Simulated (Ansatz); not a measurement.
## How the vibrations of Ga change with volume

These are results of Ansatz, DFT PBEsol, scalar-relativistic, plane waves, PAW, not measurements. Cutoff 420 eV, 16×16×14 k-points (Γ-centred), Fermi-Dirac smearing of 0.15 eV. No spin polarisation. Phonons by linear response, acoustic sum rule imposed.

The cell, relaxed at this level:
```cif
data_structure
_symmetry_space_group_name_H-M 'P 1'
_symmetry_Int_Tables_number 1
_cell_length_a 4.2016
_cell_length_b 4.2016
_cell_length_c 3.3057
_cell_angle_alpha 90.000
_cell_angle_beta 90.000
_cell_angle_gamma 141.981
_cell_volume 35.94
loop_
_atom_site_label
_atom_site_type_symbol
_atom_site_fract_x
_atom_site_fract_y
_atom_site_fract_z
_atom_site_occupancy
Ga1 Ga 0.86628 0.13372 0.25000 1
Ga2 Ga 0.13372 0.86628 0.75000 1
```

In a metal, frequencies depend on the k mesh and the smearing, soft modes most.

Cells at 0.98 and 1.02 times the equilibrium volume were relaxed in shape and atoms; γ = −d ln ν / d ln V, modes matched by rank.

(1) Give the optical frequencies at Γ (cm⁻¹) at the three volumes and the mode Grüneisen parameters.

(2) What pressures hold the two strained cells, and what bulk modulus follows?

Results:

(1)
| 0.98 V | V | 1.02 V | γ | degeneracy |
| --- | --- | --- | --- | --- |
| 49 | 47 | 45 | 2.26 | 1 |
| 126 | 121 | 116 | 2.03 | 1 |
| 198 | 190 | 183 | 1.91 | 1 |

(2) 1.29 GPa at 0.98 V and -1.14 GPa at 1.02 V, so B = −dP/d ln V ≈ 61 GPa.

This form isn't the element's structure at ambient conditions.

Cost: 6 runs of about 9.7 core-minutes in all, on Arm Neoverse V2 (shared hosts).